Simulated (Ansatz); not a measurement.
BP:
```
BP
1.0
    0.00000     2.27428     2.27428
    2.27428     0.00000     2.27428
    2.27428     2.27428     0.00000
P B
1 1
Direct
  0.75000   0.75000   0.75000
  0.00000   0.00000   0.00000
```

Relaxed with PBE. Special points in fractions of this cell's reciprocal vectors: Γ (0.000, 0.000, 0.000); X (0.500, 0.000, 0.500); U (0.625, 0.250, 0.625); K (0.375, 0.375, 0.750); L (0.500, 0.500, 0.500); W (0.500, 0.250, 0.750).

Task: List the band energies nearest the valence-band maximum at these points for PBE (plane waves, PAW; program Ansatz).

Result: In eV from the valence-band maximum; about four levels below and three above (degenerate sets whole), none deeper than 8.9 eV; … stands for higher levels left out; points with the same levels are listed once.

```
k              below           above
-  -----------------  --------------
Γ     0.00 0.00 0.00  3.39 3.39 3.39
X  -8.55 -4.09 -4.09     1.35 1.67 …
U  -8.13 -6.18 -3.48  2.16 5.98 9.66
L        -1.75 -1.75  3.74 4.70 4.70
W  -8.03 -5.63 -5.43  5.33 6.74 7.19
```

Space group F-43m (zinc blende). The PBE relaxation kept the symmetry of its start; phonons on a q-mesh show no instability.

Potentials: the later of the program's two PAW sets.
